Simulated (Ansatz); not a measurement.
TlBr (CsCl type, space group No. 221) under volume change, plane-wave PAW PBE (Ansatz code), scaled uniformly.

```tsv
V (Å³/atom)	E − E(relaxed) (meV/atom)	P (GPa)
30.291	20.0	2.36
31.289	(withheld)	(withheld)
32.288	1.9	0.64
33.287	0.0	0.00
34.285	1.8	-0.54
35.284	6.6	-0.99
36.282	(withheld)	(withheld)
```

Complete the blanks.


- 31.289, E − E(relaxed) (meV/atom): 8.3
- 31.289, P (GPa): 1.42
- 36.282, E − E(relaxed) (meV/atom): 13.9
- 36.282, P (GPa): -1.36

What does a third-order Birch–Murnaghan fit give for V₀, B₀ and B′?

V₀ = 33.28 Å³/atom, B₀ = 19.7 GPa, B′ = 5.1.

Space group Pm-3m (CsCl type). The PBE relaxation kept the symmetry of its start. Scalar-relativistic: spin–orbit coupling is off unless named, which matters more the heavier the elements.

Potentials: the later of the program's two PAW sets.
